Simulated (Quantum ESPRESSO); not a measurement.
Band energies of TiS2 monolayer

```
CELL_PARAMETERS angstrom
      3.35240     0.00000     0.00000
     -1.67620     2.90326     0.00000
      0.00000     0.00000    15.80000
ATOMIC_POSITIONS crystal
  S  0.33333 0.66667 0.90997
  S  0.66667 0.33333 0.09003
  Ti 0.00000 0.00000 0.00000
```

norm-conserving PBEsol (Quantum ESPRESSO, 84 Ry, without SOC); path ΓMKΓ; energies in eV from the Fermi level.

```csv
k (1/Å),point,band 8,band 9,band 10,band 11,band 12,band 13,band 14,band 15
0.00,Γ,-2.74,-2.74,-1.51,0.15,0.15,0.50,0.50,1.09
0.22,,-3.13,-2.70,-1.21,-0.84,-0.41,0.68,1.04,1.35
0.43,,-3.74,-2.61,-2.30,-0.99,-0.97,0.50,1.50,1.70
0.65,,-3.83,-3.42,-2.60,-1.32,-1.27,0.24,1.66,1.91
0.87,,-4.17,-3.09,-2.69,-1.83,-1.33,0.07,1.66,2.04
1.08,M,-4.22,-2.96,-2.74,-1.98,-1.32,0.01,1.65,2.08
1.19,,-4.22,-2.95,-2.77,-1.98,-1.54,0.17,1.66,2.06
1.39,,-4.24,-3.05,-2.87,-2.39,-2.07,0.77,1.72,1.91
1.60,,-4.30,-3.86,-2.80,-2.48,-2.37,1.20,1.72,1.76
1.71,K,-4.33,-4.16,-2.75,-2.46,-2.46,1.26,1.73,1.73
1.80,,-4.35,-3.91,-2.80,-2.49,-2.37,1.24,1.68,1.78
2.09,,-4.32,-3.04,-2.92,-2.69,-1.69,1.03,1.50,1.91
2.28,,-3.82,-3.41,-2.55,-2.22,-1.20,0.85,1.39,1.99
2.48,,-3.83,-2.82,-2.21,-1.55,-0.92,0.78,1.31,1.83
2.67,,-3.33,-2.68,-1.22,-1.09,-0.75,0.77,1.12,1.50
2.96,Γ,-2.74,-2.74,-1.51,0.15,0.15,0.50,0.50,1.09
```

At this level the gap is closed or nearly so: along the path the highest valence and lowest conduction bands touch, or overlap by less than 0.6 eV, a zero-gap or semimetallic result; the valence top lies at Γ, the conduction bottom at M, 0.14 eV lower. Semilocal functionals close the gaps of some narrow-gap semiconductors, so this alone doesn't show that the compound has none.

Geometry relaxed with PBEsol.
